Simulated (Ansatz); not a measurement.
AlMo₂C in space group P6_3/mmc (No. 194; Al on 2d, Mo on 4f, C on 2a) at seven volumes, the program Ansatz at the r²SCAN level (PAW), shape and atoms relaxed at each. One row is withheld.

| V (Å³/atom) | P (GPa) |
|---|---|
| 12.013 | 24.45 |
| 12.409 | 14.89 |
| 12.805 | 6.81 |
| 13.201 | 0.00 |
| 13.597 | ? |
| 13.993 | -10.60 |
| 14.390 | -14.71 |

Problem. Fit the shown pressures and predict the withheld one.

Solution. Third-order Birch–Murnaghan: P = (3/2)B₀(x^(7/2) − x^(5/2))[1 + (3/4)(B′ − 4)(x − 1)] with x = (V₀/V)^(2/3). Least squares on the six rows gives V₀ = 13.201 Å³/atom, B₀ = 208.2 GPa, B′ = 4.63. At V = 13.597, x = 0.9805 and P = -5.75 GPa. The run itself gave -5.75 GPa.

The start of the workflow was typed in or built on a structure type; neither database checked (COD, Materials Project) lists it. Its standing as an ambient phase is unchecked. The r²SCAN relaxation kept the symmetry of its start; whether a distortion lowers the energy is not shown. The run is not spin-polarised.

Potentials: the earlier of the program's two PAW sets.
